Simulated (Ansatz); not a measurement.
A relaxation computed with Ansatz, from input to last step.

```yaml
crystal:
  lattice:
    - [5.4385568577, 0.0, 0.0]
    - [0.0, 5.4385568577, 0.0]
    - [0.0, 0.0, 6.8741824413]
  atoms:
    - { symbol: Li, position: [0.35816, 0.85816, 0.28351] }
    - { symbol: Li, position: [0.14184, 0.35816, 0.28351] }
    - { symbol: Li, position: [0.64184, 0.14184, 0.28351] }
    - { symbol: Li, position: [0.85816, 0.64184, 0.28351] }
    - { symbol: Li, position: [0.35816, 0.14184, 0.71649] }
    - { symbol: Li, position: [0.14184, 0.64184, 0.71649] }
    - { symbol: Li, position: [0.64184, 0.85816, 0.71649] }
    - { symbol: Li, position: [0.85816, 0.35816, 0.71649] }
    - { symbol: Si, position: [0.0, 0.0, 0.0] }
    - { symbol: Si, position: [0.5, 0.5, 0.0] }
    - { symbol: Te, position: [0.0, 0.0, 0.5] }
    - { symbol: Te, position: [0.5, 0.5, 0.5] }
basis:
  ecutwfc: 420
kpoints:
  mp_grid: { grid: [4, 4, 4] }
hamiltonian:
  xc: pbe
scf:
  occupations: { method: gaussian, width: 0.1 }
  lower_state_search: "off"
output:
  forces: true
  stress: true
  eigenvalues: true
relax:
  adjacent_minimum: "off"
  f_tol: 0.04
  max_steps: 70
  cell: { stress_tol: 0.4 }
```

```bash
ansatz run input.yaml --threads 1 --pin off --max-ram 2560MiB --backend cpu --events-out ev --progress --plain --runs-dir out
```

These are results of DFT PBE, scalar-relativistic, plane waves, PAW (Ansatz), not measurements.

Of 9 frames 9 are shown, positions in Å and forces in eV/Å; the SCF threshold varies from step to step. Steps run on the plane waves of an earlier cell, with a Pulay correction in the pressure. The basis is chosen afresh for the last frame, the zero of the energies, and at times for earlier ones too; energy and pressure can step there, also at an unchanged geometry. Here that happened at step 9 (-3 meV/atom, 0.2 GPa); frames between the last choice of the basis and such a step carry an error that grows, as the cell changes, to that size.

```xyz
12
Lattice="5.4386 0.0000 0.0000 0.0000 5.4386 0.0000 0.0000 0.0000 6.8742" Properties=species:S:1:pos:R:3:forces:R:3 pbc="T T T" step=1 free_energy_over_end_meV_per_atom=366.75 pressure_GPa=6.53
Li    1.9479    4.6672    1.9489   -0.6029   -0.6029   -0.8104
Li    0.7714    1.9479    1.9489    0.6029   -0.6029   -0.8104
Li    3.4907    0.7714    1.9489    0.6029    0.6029   -0.8104
Li    4.6672    3.4907    1.9489   -0.6029    0.6029   -0.8104
Li    1.9479    0.7714    4.9253   -0.6029    0.6029    0.8104
Li    0.7714    3.4907    4.9253    0.6029    0.6029    0.8104
Li    3.4907    4.6672    4.9253    0.6029   -0.6029    0.8104
Li    4.6672    1.9479    4.9253   -0.6029   -0.6029    0.8104
Si    0.0000    0.0000    0.0000    0.0000    0.0000    0.0000
Si    2.7193    2.7193    0.0000    0.0000    0.0000    0.0000
Te    0.0000    0.0000    3.4371    0.0000    0.0000    0.0000
Te    2.7193    2.7193    3.4371    0.0000    0.0000    0.0000
12
Lattice="5.6430 0.0000 0.0000 0.0000 5.6430 0.0000 0.0000 0.0000 6.8979" Properties=species:S:1:pos:R:3:forces:R:3 pbc="T T T" step=2 free_energy_over_end_meV_per_atom=210.96 pressure_GPa=2.19
Li    1.9733    4.7949    1.7715   -0.4455   -0.4455   -0.4051
Li    0.8482    1.9733    1.7715    0.4455   -0.4455   -0.4051
Li    3.6697    0.8482    1.7715    0.4455    0.4455   -0.4051
Li    4.7949    3.6697    1.7715   -0.4455    0.4455   -0.4051
Li    1.9733    0.8482    5.1265   -0.4455    0.4455    0.4051
Li    0.8482    3.6697    5.1265    0.4455    0.4455    0.4051
Li    3.6697    4.7949    5.1265    0.4455   -0.4455    0.4051
Li    4.7949    1.9733    5.1265   -0.4455   -0.4455    0.4051
Si    0.0000    0.0000    0.0000    0.0000    0.0000    0.0000
Si    2.8215    2.8215    0.0000    0.0000    0.0000    0.0000
Te    0.0000    0.0000    3.4490    0.0000    0.0000    0.0000
Te    2.8215    2.8215    3.4490    0.0000    0.0000    0.0000
12
Lattice="5.8527 0.0000 0.0000 0.0000 5.8527 0.0000 0.0000 0.0000 6.5617" Properties=species:S:1:pos:R:3:forces:R:3 pbc="T T T" step=3 free_energy_over_end_meV_per_atom=83.72 pressure_GPa=1.37
Li    1.9558    4.8821    1.5425   -0.1741   -0.1741   -0.3409
Li    0.9706    1.9558    1.5425    0.1741   -0.1741   -0.3409
Li    3.8969    0.9706    1.5425    0.1741    0.1741   -0.3409
Li    4.8821    3.8969    1.5425   -0.1741    0.1741   -0.3409
Li    1.9558    0.9706    5.0193   -0.1741    0.1741    0.3409
Li    0.9706    3.8969    5.0193    0.1741    0.1741    0.3409
Li    3.8969    4.8821    5.0193    0.1741   -0.1741    0.3409
Li    4.8821    1.9558    5.0193   -0.1741   -0.1741    0.3409
Si    0.0000    0.0000    0.0000    0.0000    0.0000    0.0000
Si    2.9263    2.9263    0.0000    0.0000    0.0000    0.0000
Te    0.0000    0.0000    3.2809    0.0000    0.0000    0.0000
Te    2.9263    2.9263    3.2809    0.0000    0.0000    0.0000
12
Lattice="6.0365 0.0000 0.0000 0.0000 6.0365 0.0000 0.0000 0.0000 6.2264" Properties=species:S:1:pos:R:3:forces:R:3 pbc="T T T" step=4 free_energy_over_end_meV_per_atom=30.69 pressure_GPa=1.71
Li    1.9834    5.0017    1.3865   -0.1261   -0.1261   -0.1652
Li    1.0348    1.9834    1.3865    0.1261   -0.1261   -0.1652
Li    4.0531    1.0348    1.3865    0.1261    0.1261   -0.1652
Li    5.0017    4.0531    1.3865   -0.1261    0.1261   -0.1652
Li    1.9834    1.0348    4.8399   -0.1261    0.1261    0.1652
Li    1.0348    4.0531    4.8399    0.1261    0.1261    0.1652
Li    4.0531    5.0017    4.8399    0.1261   -0.1261    0.1652
Li    5.0017    1.9834    4.8399   -0.1261   -0.1261    0.1652
Si    0.0000    0.0000    0.0000    0.0000    0.0000    0.0000
Si    3.0183    3.0183    0.0000    0.0000    0.0000    0.0000
Te    0.0000    0.0000    3.1132    0.0000    0.0000    0.0000
Te    3.0183    3.0183    3.1132    0.0000    0.0000    0.0000
12
Lattice="6.1523 0.0000 0.0000 0.0000 6.1523 0.0000 0.0000 0.0000 6.1649" Properties=species:S:1:pos:R:3:forces:R:3 pbc="T T T" step=5 free_energy_over_end_meV_per_atom=15.91 pressure_GPa=1.24
Li    1.9862    5.0624    1.3143   -0.0903   -0.0903   -0.0286
Li    1.0900    1.9862    1.3143    0.0903   -0.0903   -0.0286
Li    4.1662    1.0900    1.3143    0.0903    0.0903   -0.0286
Li    5.0624    4.1662    1.3143   -0.0903    0.0903   -0.0286
Li    1.9862    1.0900    4.8507   -0.0903    0.0903    0.0286
Li    1.0900    4.1662    4.8507    0.0903    0.0903    0.0286
Li    4.1662    5.0624    4.8507    0.0903   -0.0903    0.0286
Li    5.0624    1.9862    4.8507   -0.0903   -0.0903    0.0286
Si    0.0000    0.0000    0.0000    0.0000    0.0000    0.0000
Si    3.0762    3.0762    0.0000    0.0000    0.0000    0.0000
Te    0.0000    0.0000    3.0825    0.0000    0.0000    0.0000
Te    3.0762    3.0762    3.0825    0.0000    0.0000    0.0000
12
Lattice="6.3725 0.0000 0.0000 0.0000 6.3725 0.0000 0.0000 0.0000 6.1952" Properties=species:S:1:pos:R:3:forces:R:3 pbc="T T T" step=6 free_energy_over_end_meV_per_atom=10.52 pressure_GPa=-0.60
Li    1.9922    5.1784    1.3514   -0.0730   -0.0730   -0.1241
Li    1.1941    1.9922    1.3514    0.0730   -0.0730   -0.1241
Li    4.3803    1.1941    1.3514    0.0730    0.0730   -0.1241
Li    5.1784    4.3803    1.3514   -0.0730    0.0730   -0.1241
Li    1.9922    1.1941    4.8438   -0.0730    0.0730    0.1241
Li    1.1941    4.3803    4.8438    0.0730    0.0730    0.1241
Li    4.3803    5.1784    4.8438    0.0730   -0.0730    0.1241
Li    5.1784    1.9922    4.8438   -0.0730   -0.0730    0.1241
Si    0.0000    0.0000    0.0000    0.0000    0.0000    0.0000
Si    3.1862    3.1862    0.0000    0.0000    0.0000    0.0000
Te    0.0000    0.0000    3.0976    0.0000    0.0000    0.0000
Te    3.1862    3.1862    3.0976    0.0000    0.0000    0.0000
12
Lattice="6.2837 0.0000 0.0000 0.0000 6.2837 0.0000 0.0000 0.0000 6.2676" Properties=species:S:1:pos:R:3:forces:R:3 pbc="T T T" step=7 free_energy_over_end_meV_per_atom=5.22 pressure_GPa=0.92
Li    1.8024    4.9442    1.3435    0.0333    0.0333    0.0251
Li    1.3394    1.8024    1.3435   -0.0333    0.0333    0.0251
Li    4.4813    1.3394    1.3435   -0.0333   -0.0333    0.0251
Li    4.9442    4.4813    1.3435    0.0333   -0.0333    0.0251
Li    1.8024    1.3394    4.9241    0.0333   -0.0333   -0.0251
Li    1.3394    4.4813    4.9241   -0.0333   -0.0333   -0.0251
Li    4.4813    4.9442    4.9241   -0.0333    0.0333   -0.0251
Li    4.9442    1.8024    4.9241    0.0333    0.0333   -0.0251
Si    0.0000    0.0000    0.0000    0.0000    0.0000    0.0000
Si    3.1418    3.1418    0.0000    0.0000    0.0000    0.0000
Te    0.0000    0.0000    3.1338    0.0000    0.0000    0.0000
Te    3.1418    3.1418    3.1338    0.0000    0.0000    0.0000
12
Lattice="6.3226 0.0000 0.0000 0.0000 6.3226 0.0000 0.0000 0.0000 6.3296" Properties=species:S:1:pos:R:3:forces:R:3 pbc="T T T" step=8 free_energy_over_end_meV_per_atom=2.84 pressure_GPa=-0.01
Li    1.8523    5.0136    1.3493    0.0115    0.0115    0.0261
Li    1.3090    1.8523    1.3493   -0.0115    0.0115    0.0261
Li    4.4703    1.3090    1.3493   -0.0115   -0.0115    0.0261
Li    5.0136    4.4703    1.3493    0.0115   -0.0115    0.0261
Li    1.8523    1.3090    4.9803    0.0115   -0.0115   -0.0261
Li    1.3090    4.4703    4.9803   -0.0115   -0.0115   -0.0261
Li    4.4703    5.0136    4.9803   -0.0115    0.0115   -0.0261
Li    5.0136    1.8523    4.9803    0.0115    0.0115   -0.0261
Si    0.0000    0.0000    0.0000    0.0000    0.0000    0.0000
Si    3.1613    3.1613    0.0000    0.0000    0.0000    0.0000
Te    0.0000    0.0000    3.1648    0.0000    0.0000    0.0000
Te    3.1613    3.1613    3.1648    0.0000    0.0000    0.0000
12
Lattice="6.3226 0.0000 0.0000 0.0000 6.3226 0.0000 0.0000 0.0000 6.3296" Properties=species:S:1:pos:R:3:forces:R:3 pbc="T T T" step=9 free_energy_over_end_meV_per_atom=0.00 pressure_GPa=0.22
Li    1.8523    5.0136    1.3493    0.0115    0.0115    0.0260
Li    1.3090    1.8523    1.3493   -0.0115    0.0115    0.0260
Li    4.4703    1.3090    1.3493   -0.0115   -0.0115    0.0260
Li    5.0136    4.4703    1.3493    0.0115   -0.0115    0.0260
Li    1.8523    1.3090    4.9803    0.0115   -0.0115   -0.0260
Li    1.3090    4.4703    4.9803   -0.0115   -0.0115   -0.0260
Li    4.4703    5.0136    4.9803   -0.0115    0.0115   -0.0260
Li    5.0136    1.8523    4.9803    0.0115    0.0115   -0.0260
Si    0.0000    0.0000    0.0000    0.0000    0.0000    0.0000
Si    3.1613    3.1613    0.0000    0.0000    0.0000    0.0000
Te    0.0000    0.0000    3.1648    0.0000    0.0000    0.0000
Te    3.1613    3.1613    3.1648    0.0000    0.0000    0.0000
```

The start puts this composition into another compound's structure type, which needn't suit it. At the end the space group is P4/nbm (tolerance 0.05 Å).

The run took 110 s on 1 thread of Arm Neoverse V1 (shared host), peak memory 0.55 GiB.

The k mesh is coarse.